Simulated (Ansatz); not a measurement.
Consider the following.

TiBr3:
```
TiBr3
1.0
    3.15480     1.82142     6.29905
   -3.15480     1.82142     6.29905
    0.00000    -3.64285     6.29905
Br Ti
6 2
Cartesian
  0.99030  -1.82325  11.08948
 -2.07413   0.05400  11.08948
  1.08383   1.76925  11.08948
 -0.99030   1.82325   7.80766
  2.07413  -0.05400   7.80766
 -1.08383  -1.76925   7.80766
  0.00000   0.00000  12.59758
  0.00000   0.00000   6.29956
```

This is the r²SCAN+D4-relaxed structure.

### Question
All from plane-wave PAW r²SCAN+D4 (Ansatz code), unless another level is named. Predict the electronic character.

### Answer
metallic (no gap).

### Question
Next, the formation energy from the elements (no fitted shifts)?

### Answer
-1.36 eV/atom.

### Question
Give the density of states at the Fermi level.

### Answer
1.9 states/eV per atom (mean over ±0.08 eV).

### Question
What about the gap with spin–orbit coupling?

### Answer
none (metallic).

Space group R-3. The workflow started from an entry of the Crystallography Open Database (COD), which files this formula under 2 space groups. Its standing as an ambient phase is unchecked. The cell was relaxed with r²SCAN+D4 under the symmetry of its start; its stability against distortions is not shown here. No spin polarisation was allowed. The references are the lowest solids computed at this level, not always the standard phases. Spin–orbit coupling is left out wherever it is not named.

Potentials: the later of the program's two PAW sets.
